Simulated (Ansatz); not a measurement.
Starting cell, WB$_{2}$ (space group P6_3/mmc):

```yaml
crystal:
  lattice:
    - [2.98262, 0.00000, 0.00000]
    - [-1.49131, 2.58303, 0.00000]
    - [0.00000, 0.00000, 13.85588]
  atoms:
    - { symbol: B, position: [0.33333, 0.66667, 0.52326] }
    - { symbol: B, position: [0.66667, 0.33333, 0.47674] }
    - { symbol: B, position: [0.66667, 0.33333, 0.02326] }
    - { symbol: B, position: [0.33333, 0.66667, 0.97674] }
    - { symbol: B, position: [0.00000, 0.00000, 0.25000] }
    - { symbol: B, position: [0.00000, 0.00000, 0.75000] }
    - { symbol: B, position: [0.66667, 0.33333, 0.25000] }
    - { symbol: B, position: [0.33333, 0.66667, 0.75000] }
    - { symbol: W, position: [0.33333, 0.66667, 0.13552] }
    - { symbol: W, position: [0.66667, 0.33333, 0.86448] }
    - { symbol: W, position: [0.66667, 0.33333, 0.63552] }
    - { symbol: W, position: [0.33333, 0.66667, 0.36448] }
```

A phonon eigenvector at Γ is frozen into this cell: atom i moves by Q times the vector below, so Q is the largest atomic displacement, in Å. The cell is held. It is one choice among 2 degenerate patterns.

```
atom      x       y      z
----  -----  ------  -----
B1    0.000   0.131  0.000
B2    0.000  -0.131  0.000
B3    0.000   0.131  0.000
B4    0.000  -0.131  0.000
W9    0.000   1.000  0.000
W10   0.000  -1.000  0.000
W11   0.000   1.000  0.000
W12   0.000  -1.000  0.000
```

Atoms not listed stay in place.

Computed with LDA (plane waves to 420 eV, PAW, scalar-relativistic; Ansatz, an electronic-structure program). k mesh 14×14×3 (Γ-centred), Fermi-Dirac smearing 0.05 eV. The energy includes the smearing's −TS. With partly filled bands, energies and forces of such displacements shift with the k mesh and the smearing. Spin-orbit coupling is left out, though W is heavy. WB2 is run without spin polarisation. WB2 was relaxed with its symmetry unable to fall. The zero of ΔE is the undisplaced structure.

The scan covers Q from -0.280 to 0.280 Å in 13 points.

**Question.** Is the energy the same for equal positive and negative displacements?

**Answer.** Even: the same for both signs.

**Question.** Which space group does the distorted structure have?

**Answer.** C2/m (No. 12), lowered from P6_3/mmc.

**Question.** What is the energy change at Q = 0.280 Å?

**Answer.** 2034 meV/cell.

**Question.** What harmonic wavenumber does the curvature at Q = 0 give?

**Answer.** 140 cm⁻¹.

(A displaced cell: forces are minus the slopes of the energy, force constants its curvatures, and phonons follow from these.)
